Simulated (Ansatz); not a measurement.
## What a change of settings does to a run on LaS

The cell comes from COD entry 1539531, which wasn't checked; take it as a given geometry. The listed cell was then made from it by scaling, straining or moving an atom.

First run: DFT, r2SCAN, PAW with Ansatz's default frozen-core files, scalar-relativistic (Ansatz 0.2.0).

Command: `ansatz run input.yaml --threads 1 --pin off --max-ram 2048MiB --backend cpu --events-out ev --progress --plain --runs-dir out` The run took about 19 s on 1 thread of a shared machine.

```yaml
crystal:
  lattice:
    - [0.0, 2.8672485402, 2.8672485402]
    - [2.8672485402, 0.0, 2.8672485402]
    - [2.8672485402, 2.8672485402, 0.0]
  atoms:
    - { symbol: La, position: [0.0, 0.0, 0.0] }
    - { symbol: S, position: [0.5, 0.5, 0.5] }
kpoints:
  mp_grid: { grid: [7, 7, 7] }
scf:
  occupations: { method: fermi_dirac, width: 0.02 }
hamiltonian:
  xc: r2scan
  pseudopotentials: { kind: paw }
output:
  forces: true
  stress: true
  efg: { contact_densities: true }
relax:
  f_tol: 0.005
  max_steps: 80
  cell: {}
```

Result: converged; relaxed volume 25.542 Å³/atom; 33 SCF iterations in all.

Spin–orbit coupling is left out, though it moves levels of the heavy atoms by tenths of an eV or more.

The input is then changed:

```diff
@@ -10,12 +10,17 @@
   mp_grid: { grid: [7, 7, 7] }
 scf:
-  occupations: { method: fermi_dirac, width: 0.02 }
+  occupations: { method: gaussian, width: 0.025 }
 hamiltonian:
   xc: r2scan
   pseudopotentials: { kind: paw }
+  hubbard: { sites: [{ species: La, l: f, u_eff: 8.0 }], double_counting: amf }
 output:
   forces: true
   stress: true
   efg: { contact_densities: true }
+  write_density: true
+  write_potential: true
+  elf: true
+  volumetric_format: npy
 relax:
   f_tol: 0.005
```

(1) Predict the outcome of the changed run.

## Answers

(1) It converged; relaxed volume 25.536 Å³/atom; 33 SCF iterations in all.
